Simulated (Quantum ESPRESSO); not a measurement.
HfTaTiF3O5, a curve over strain

A calculation, not a measurement. The program is pw.x of Quantum ESPRESSO 7.5 (plane-wave density functional theory). The cell is made up: 11 atoms on a fluorite lattice with one site empty, with randomly drawn elements, strain and displacements, not relaxed. PseudoDojo standard norm-conserving files (v0.5 for PBE, v0.4.1 for LDA and PBEsol) set the functional; there is no spin polarisation, spin-orbit coupling or dispersion term, and the masses in the input are unused placeholders.

The hafnium pseudopotential is less sure than the others, with forces about 3 percent (worst 6) and pressure in oxides about 1.5 GPa (worst 2.7) from a second method in checks, which no rerun with the same files tests.

Seven runs add a strain to one cell (along z); the atoms follow the cell and are not relaxed. Stress in the table is positive in tension.

Input of the run at +0.0006:

```
&control calculation='scf', pseudo_dir='./dojo.nc.sr.pbe.v0_5.standard.upf', outdir='./o', disk_io='low', tprnfor=.true., tstress=.true. /
&system ibrav=0, nat=11, ntyp=5, nbnd=50, ecutwfc=84.00895049, nosym=.true., tot_charge=0,
 occupations='smearing', smearing='fd', degauss=0.0018374661
/
&electrons conv_thr=7.350e-09, electron_maxstep=60, /
ATOMIC_SPECIES
F 1.0 F.upf
Hf 1.0 Hf.upf
O 1.0 O.upf
Ta 1.0 Ta.upf
Ti 1.0 Ti.upf
CELL_PARAMETERS angstrom
5.0515 0.0804 -0.0203
0.0804 4.9314 -0.0295
-0.0203 -0.0295 5.0292
ATOMIC_POSITIONS angstrom
Hf 0.001 -0.1614 -0.02
Ta 0.0268 2.3511 2.5216
Ti 2.5946 2.58 0.0978
F 1.3758 1.1843 1.2942
O 1.259 1.2765 3.6266
O 1.2084 3.7146 1.3051
F 1.4153 3.5541 3.7097
O 3.8955 1.396 1.3261
O 3.7048 1.0502 3.8122
O 3.8406 3.7602 1.2761
F 3.7627 3.6449 3.6169
K_POINTS automatic
4 5 5 1 1 1
```

| added strain | free energy less that of the input shown (eV) | stress xx (GPa) | stress yy (GPa) | stress zz (GPa) | stress xy (GPa) | pressure (GPa) | next band up at Gamma (eV) | iterations |
| --- | --- | --- | --- | --- | --- | --- | --- | --- |
| -0.0140 | -0.0958 | 10.56 | 0.14 | 5.42 | -0.26 | -5.37 | 0.628 | 19 |
| -0.0119 | -0.0861 | 10.70 | 0.31 | 6.30 | -0.31 | -5.77 | 0.625 | 19 |
| +0.0006 | 0.0000 | 11.47 | 1.26 | 11.33 | -0.54 | -8.02 | 0.603 | 19 |
| +0.0040 | 0.0319 | 11.67 | 1.50 | 12.64 | -0.60 | -8.60 | 0.595 | 19 |
| +0.0078 | 0.0712 | 11.87 | 1.76 | 14.08 | -0.67 | -9.24 | 0.587 | 19 |
| +0.0122 | 0.1226 | 12.10 | 2.05 | 15.72 | -0.74 | -9.95 | 0.577 | 19 |
| +0.0239 | 0.2850 | 12.66 | 2.76 | 19.88 | -0.94 | -11.77 | 0.548 | 19 |

A cubic fit gives a slope of stress zz against the added strain of 391 GPa at zero added strain, with the atoms clamped. Across the table the free energy follows the integral of the stress to within 0.9 meV. A rerun of one of the cells at 1437 eV and a 6 x 7 x 7 mesh moved values by no more than 0.003 eV in energy, 0.04 GPa in stress and 0.006 eV/Å in force. The band column is the level of band 45 at Gamma less that of band 44, whose number is half the electron count, rounded up; it comes from a band step after each run.